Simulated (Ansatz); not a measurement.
CoGe:
Space group P2₁3 (No. 198); a = 4.580 Å, b = 4.580 Å, c = 4.580 Å, α = 90.00°, β = 90.00°, γ = 90.00°

```csv
atom,site,symmetry,x,y,z
Co,4a,.3.,0.1364,0.1364,0.1364
Ge,4a,.3.,0.8396,0.8396,0.8396
```

Relaxed with r²SCAN.

**Question.** Tabulate the valence density and the electron localisation function along the shortest Co–Ge contact (2.35 Å), DFT-r²SCAN in the program Ansatz with PAW potentials.

**Answer.** 

```tsv
distance from Co (Å)	density (e/Å³)	ELF
0.24	33.55	0.96
0.35	18.22	0.87
0.47	8.70	0.67
0.59	4.01	0.43
0.71	1.93	0.28
0.82	1.01	0.21
0.94	0.63	0.21
1.06	0.50	0.28
1.18	0.46	0.40
1.29	0.49	0.45
1.41	0.56	0.43
1.53	0.73	0.39
1.65	1.17	0.31
1.77	2.33	0.19
1.88	5.72	0.08
2.00	14.18	0.02
2.12	30.03	0.01
```

The density is the valence pseudo-density with augmentation charge, so density and ELF within about 1 Å of a nucleus are not all-electron values.

Space group P2_13. The workflow started from a Materials Project entry (that database holds measured and hypothetical structures alike); the Crystallography Open Database copy checked does not list it. Whether it is the stable phase at ambient conditions was not checked. The r²SCAN relaxation kept the symmetry of its start; whether a distortion lowers the energy is not shown. The run is not spin-polarised.

Potentials: the later of the program's two PAW sets.
